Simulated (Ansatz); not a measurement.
TiAu in space group Pmma (No. 51; Ti on 2e, Au on 2f), r²SCAN (plane waves, PAW; program Ansatz), all energies at zero smearing, with the estimated change up to a 700 eV cutoff added, with one set of potentials and settings (totals compare only within such a set). Cell of 4 atoms (2 Ti, 2 Au): -31337.688 eV.

```
element              reference phase  E (eV/atom)
-------  ---------------------------  -----------
Ti       P6/mmm, 3 atoms in the cell   -2504.3896
Au        Fm-3m, 1 atoms in the cell  -13163.5078
```

Formation energy per atom, worked out: (-31337.688 − 2×(-2504.3896) − 2×(-13163.5078))/4 = -0.473 eV/atom (-46 kJ per mol of atoms), at 0 K, without zero-point energy or fitted corrections.

The first step of the workflow began from a Materials Project structure, measured or hypothetical; the Crystallography Open Database copy checked does not list it. COD files the formula under space group No. 221. With Ti and Au taken as one species the cell has the higher symmetry P6_3/mmc, so it may be an ordered model of a mixed-site phase. Its standing as an ambient phase is unchecked. Symmetry was held in the r²SCAN relaxation; its stability against distortions is not shown here. Magnetic state: ferromagnetic, chosen from 2 collinear starts compared on coarse meshes (ties went to the first, and starts can fall back to one state), not a proven ground state. Other orbital occupations within this spin state were not tried. The references are the lowest solids computed at this level, not always the standard phases. Spin–orbit coupling is left out wherever it is not named.

Potentials: the later of the program's two PAW sets.
